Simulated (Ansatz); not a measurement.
Starting cell, MgH2 (rutile):

```
CELL_PARAMETERS angstrom
      4.51729     0.00000     0.00000
      0.00000     4.51729     0.00000
      0.00000     0.00000     3.01286
ATOMIC_POSITIONS crystal
  Mg 0.00000 0.00000 0.00000
  Mg 0.50000 0.50000 0.50000
  H  0.30441 0.30441 0.00000
  H  0.80441 0.19559 0.50000
  H  0.19559 0.80441 0.50000
  H  0.69559 0.69559 0.00000
```

A phonon eigenvector at Γ is frozen into this cell: atom i moves by Q times the vector below, so Q is the largest atomic displacement, in Å. The cell is held.

```json
[
 {"atom": "H3", "x": "0.707", "y": "0.707", "z": "0.000"},
 {"atom": "H4", "x": "0.707", "y": "-0.707", "z": "0.000"},
 {"atom": "H5", "x": "-0.707", "y": "0.707", "z": "0.000"},
 {"atom": "H6", "x": "-0.707", "y": "-0.707", "z": "0.000"}
]
```

Atoms not listed stay in place.

Calculation: PBE (plane waves to 420 eV, PAW, scalar-relativistic; Ansatz, a program for electronic structure). k mesh 7×7×11 (Γ-centred), Fermi-Dirac smearing 0.05 eV. MgH2 was relaxed with its symmetry unable to fall. 

| Q (Å) | −dE/dQ from forces (eV/Å) |
|---|---|
| -0.100 | 2.427 |
| -0.083 | 2.015 |
| -0.067 | 1.608 |
| -0.050 | 1.204 |
| -0.033 | 0.802 |
| -0.017 | 0.401 |
| 0.000 | 0.000 |
| 0.017 | -0.402 |
| 0.033 | -0.805 |
| 0.050 | -1.211 |
| 0.067 | -1.620 |
| 0.083 | -2.032 |
| 0.100 | -2.448 |

### Question
What harmonic wavenumber does the curvature at Q = 0 give?

### Answer
1275 cm⁻¹. E″ = 24.09 eV/Å², M = Σ mᵢ|uᵢ|² = 4.0 u, ν̃ = 521.5·√(|E″|/M).

(A displaced cell: forces are minus the slopes of the energy, force constants its curvatures, and phonons follow from these.)
